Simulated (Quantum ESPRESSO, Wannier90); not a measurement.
Wannierisation of Mg (bcc (W type), model phase)

```
CELL_PARAMETERS angstrom
     -1.77276     1.77276     1.77276
      1.77276    -1.77276     1.77276
      1.77276     1.77276    -1.77276
ATOMIC_POSITIONS crystal
  Mg 0.00000 0.00000 0.00000
```

Materials Project entry mp-110; symmetrised, unrelaxed at this level. This isn't the element's usual structure (hcp); take it as a model of another phase. Computed values, not measurements, from PBEsol: Quantum ESPRESSO (norm-conserving PseudoDojo potentials, cutoff 68 Ry, no spin polarisation, no spin-orbit coupling) on a Γ-centred 12×12×12 mesh, then Wannier90. Density: 16×16×16 mesh, cold smearing 0.01 Ry.

Base run: 4 functions from bands 5-14 of the 14 computed, start hydrogen-like Mg: s;p, centres 0.05 Å off the atoms, frozen window up to 1.50 eV relative to the Fermi level, outer window open. Its settings: num_cg_steps = 5, trial_step = 2 and dis_mix_ratio = 0.5 (the program's defaults), conv_tol = 1.0e-6 over 4 steps, num_iter = 1000, dis_conv_tol = 1.0e-6, dis_num_iter = 1000. One of them is changed at a time.

| run | disentanglement steps | localisation steps | Ω_I (Å²) | Ω_total (Å²) | ended |
|---|---|---|---|---|---|
| base | 156 | 725 | 6.352 | 8.406 | converged |
| trial_step = 0.5 | 156 | 241 | 6.352 | 8.408 | converged |
| conv_tol = 1.0e-4 | 156 | 93 | 6.352 | 8.409 | converged |
| dis_num_iter = 20 | 20 | 818 | 6.559 | 8.486 | step limit |
